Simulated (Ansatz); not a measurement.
## Relaxing Ti2AlC

These are results of Ansatz 0.2.0, DFT r2SCAN, scalar-relativistic, plane waves, PAW, not measurements. Settings: 500 eV cutoff, 12×12×4 k-mesh, Gaussian smearing of 0.10 eV, no spin polarisation.

What was changed: biaxial strain in the a-b plane, c and atoms relaxed: -3.0 %.

Command:

```bash
ansatz run input.yaml --threads 2 --pin off --max-ram 5120MiB --backend cpu --events-out ev --progress --plain --runs-dir out
```

Input:

```yaml
crystal:
  lattice:
    - [2.9630997608, 0.0, 0.0]
    - [-1.4815498804, 2.5661196668, 0.0]
    - [0.0, 0.0, 13.9651619108]
  atoms:
    - { symbol: Ti, position: [0.3333333333, 0.6666666667, 0.0837890922] }
    - { symbol: Ti, position: [0.6666666667, 0.3333333333, 0.5837890922] }
    - { symbol: Ti, position: [0.6666666667, 0.3333333333, 0.9162109078] }
    - { symbol: Ti, position: [0.3333333333, 0.6666666667, 0.4162109078] }
    - { symbol: Al, position: [0.3333333333, 0.6666666667, 0.75] }
    - { symbol: Al, position: [0.6666666667, 0.3333333333, 0.25] }
    - { symbol: C, position: [0.0, 0.0, 0.0] }
    - { symbol: C, position: [0.0, 0.0, 0.5] }
basis:
  ecutwfc: 500
kpoints:
  mp_grid: { grid: [12, 12, 4] }
hamiltonian:
  xc: r2scan
scf:
  occupations: { method: gaussian, width: 0.1 }
output:
  forces: true
  stress: true
  eigenvalues: true
  write_density: true
  write_potential: true
  elf: true
  volumetric_format: npy
relax:
  adjacent_minimum: "off"
  f_tol: 0.008
  max_steps: 40
  cell: { stress_tol: 0.015, fix: [a, b, gamma] }
```

F is the free energy. Steps run on the plane waves of an earlier cell, but the last one, and at times one on the way, on a freshly chosen basis, so a repeated geometry can differ a little in energy. The held parts of the cell keep their stress, so P needn't end at zero.

Steps:

```
step F − F(1) (eV) largest force component (eV/Å) V (Å³/atom) P (GPa)
   1         0.0000                           0.049       13.273     7.46
   2         0.0022                           0.084       13.117     9.09
   3        -0.0031                           0.001       13.208     8.13
   4        -0.0031                           0.000       13.207     8.15
   5        -0.0029                           0.000       13.207     8.15
```

Relaxed structure:

```yaml
crystal:
  lattice:
    - [2.96310, 0.00000, 0.00000]
    - [-1.48155, 2.56612, 0.00000]
    - [0.00000, 0.00000, 13.89531]
  atoms:
    - { symbol: Ti, position: [0.33333, 0.66667, 0.08416] }
    - { symbol: Ti, position: [0.66667, 0.33333, 0.58416] }
    - { symbol: Ti, position: [0.66667, 0.33333, 0.91584] }
    - { symbol: Ti, position: [0.33333, 0.66667, 0.41584] }
    - { symbol: Al, position: [0.33333, 0.66667, 0.75000] }
    - { symbol: Al, position: [0.66667, 0.33333, 0.25000] }
    - { symbol: C, position: [0.00000, 0.00000, 0.00000] }
    - { symbol: C, position: [0.00000, 0.00000, 0.50000] }
```

The structure is hexagonal, space group P6_3/mmc (No. 194). The conventional cell has a = 2.963 Å, b = 2.963 Å, c = 13.895 Å, α = 90.00°, β = 90.00°, γ = 120.00°. Ti (site symmetry 3m) has 3 C at 2.07 Å as nearest neighbours. Al (site symmetry -6m2) is surrounded by 6 Ti at 2.87 Å and 6 Al at 2.96 Å. C (site symmetry -3m) has 6 Ti at 2.07 Å as nearest neighbours.

The run converged. It took 81 s on 2 threads of Arm Neoverse V2 (shared host), peak memory 0.79 GiB.